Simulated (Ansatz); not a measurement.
TeO2 (fluorite, space group No. 225) under volume change, r²SCAN (plane waves, PAW; program Ansatz), scaled uniformly.

| V (Å³/atom) | E − E(relaxed) (meV/atom) | P (GPa) |
|---|---|---|
| 11.516 | 68.5 | 20.95 |
| 11.896 | 28.8 | 12.82 |
| 12.275 | 6.8 | 5.89 |
| 12.655 | 0.0 | 0.01 |
| 13.035 | 6.1 | -4.99 |
| 13.414 | 23.1 | -9.24 |
| 13.794 | 49.3 | -12.83 |

### Question
What does a third-order Birch–Murnaghan fit give for V₀, B₀ and B′?

### Answer
V₀ = 12.66 Å³/atom, B₀ = 180 GPa, B′ = 4.4.

Space group Fm-3m (fluorite). A made-up cell: these elements were put on the sites of a structure type; neither database checked (COD, Materials Project) lists it. COD files the formula under space group No. 19, 61, 92, 136, so this cell is another polymorph or a model. Whether it is the stable phase at ambient conditions was not checked. Symmetry was held in the r²SCAN relaxation; its stability against distortions is not shown here. Scalar-relativistic: spin–orbit coupling is off unless named, which matters more the heavier the elements.

Potentials: the later of the program's two PAW sets.
